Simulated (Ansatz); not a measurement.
Consider the following.

BN:
```yaml
crystal:
  lattice:
    - [3.73741, 0.00000, 0.00000]
    - [-1.86871, 3.23670, 0.00000]
    - [0.00000, 0.00000, 7.81417]
  atoms:
    - { symbol: B, position: [0.00005, 0.00005, 0.50000] }
    - { symbol: B, position: [0.99995, 0.00000, 0.83333] }
    - { symbol: B, position: [0.00000, 0.99995, 0.16667] }
    - { symbol: N, position: [0.99989, 0.99989, 0.00000] }
    - { symbol: N, position: [0.00011, 0.00000, 0.33333] }
    - { symbol: N, position: [0.00000, 0.00011, 0.66667] }
```

This is the r²SCAN+D4-relaxed structure.

All from plane-wave PAW r²SCAN+D4 (Ansatz code), unless another level is named. Give the band gap.

3.02 eV (indirect).

Predict the HSE06 gap on the r²SCAN+D4 cell.

3.74 eV.

What about the weight of the valence-edge state by species (Voronoi cells)?

N 90 %, B 10 %.

Give the weight of the conduction-edge state by species (Voronoi cells).

B 84 %, N 16 %.

What about the conduction-band minimum?

at L (3 equivalent valleys).

Space group P6/mmm. The start of the workflow was typed in or built on a structure type; neither database checked (COD, Materials Project) lists it. It is not the phase usual at ambient conditions (space group No. 186, 194, 216). Symmetry was held in the r²SCAN+D4 relaxation. At this level the phase is mechanically unstable. The volume moved by 88 % from the start of the relaxation. Point labels and valley counts follow the cell and symmetry of the run, lower than the named group.

Potentials: the later of the program's two PAW sets.
